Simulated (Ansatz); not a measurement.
All numbers below come from DFT PBE, scalar-relativistic, plane waves, PAW in Ansatz. Settings: cutoff 420 eV, Γ-centred meshes spaced at most about 0.3 Å⁻¹, and about 0.25 Å⁻¹ or finer for metals (2π included), Gaussian smearing. No spin polarisation in the final relaxations.

Temperature and zero-point effects are left out.

Two relaxed structures of Al2Cl2F:

1.

```cif
data_structure
_symmetry_space_group_name_H-M 'R-3m:H'
_symmetry_Int_Tables_number 166
_cell_length_a 4.3942
_cell_length_b 4.3942
_cell_length_c 17.4263
_cell_angle_alpha 90.000
_cell_angle_beta 90.000
_cell_angle_gamma 120.000
_cell_volume 291.41
loop_
_atom_site_label
_atom_site_type_symbol
_atom_site_symmetry_multiplicity
_atom_site_Wyckoff_symbol
_atom_site_fract_x
_atom_site_fract_y
_atom_site_fract_z
_atom_site_occupancy
Al1 Al 6 c 0.00000 0.00000 0.89295 1
Cl1 Cl 6 c 0.66667 0.33333 0.73785 1
F1 F 3 a 0.00000 0.00000 0.00000 1
```

2.

```cif
data_structure
_symmetry_space_group_name_H-M 'Immm'
_symmetry_Int_Tables_number 71
_cell_length_a 3.8668
_cell_length_b 5.6011
_cell_length_c 8.5893
_cell_angle_alpha 90.000
_cell_angle_beta 90.000
_cell_angle_gamma 90.000
_cell_volume 186.03
loop_
_atom_site_label
_atom_site_type_symbol
_atom_site_symmetry_multiplicity
_atom_site_Wyckoff_symbol
_atom_site_fract_x
_atom_site_fract_y
_atom_site_fract_z
_atom_site_occupancy
Al1 Al 4 h 0.50000 0.25543 0.00000 1
Cl1 Cl 4 j 0.00000 0.50000 0.25830 1
F1 F 2 a 0.00000 0.00000 0.00000 1
```

Question: Which is lower in energy, and by how much?

Answer: Cell 1 is lower, by 149 meV/atom. Cell 1 has space group R-3m (No. 166), 19.4 Å³/atom and no gap on its mesh; cell 2 has space group Immm (No. 71), 18.6 Å³/atom and no gap. The shortest distance is 1.87 Å (Al–F) in cell 1 and 2.41 Å (Al–F) in cell 2. In cell 1, Al is surrounded by 1 F at 1.87 Å and 3 Cl at 2.61 Å; Cl is surrounded by 3 Al at 2.61 Å and 3 F at 2.82 Å; around F lie 2 Al at 1.87 Å and 6 Cl at 2.82 Å. In cell 2, Al is surrounded by 2 F at 2.41 Å, 2 Cl at 2.52 Å and 2 Al at 2.74–2.86 Å; Cl is surrounded by 2 Al at 2.52 Å and 2 F at 2.84 Å; around F lie 4 Al at 2.41 Å and 4 Cl at 2.84 Å. Both come from invented guesses.

No dispersion correction is applied, so the spacing and binding between layers, chains or molecules are poorly described (R-3m, Immm), and this can change margins and order among such cells. In R-3m, Immm an odd number of electrons in the primitive cell allows no gap without spin; a larger cell or a magnetic state could open one. Cells relaxed within their symmetry can be saddle points.
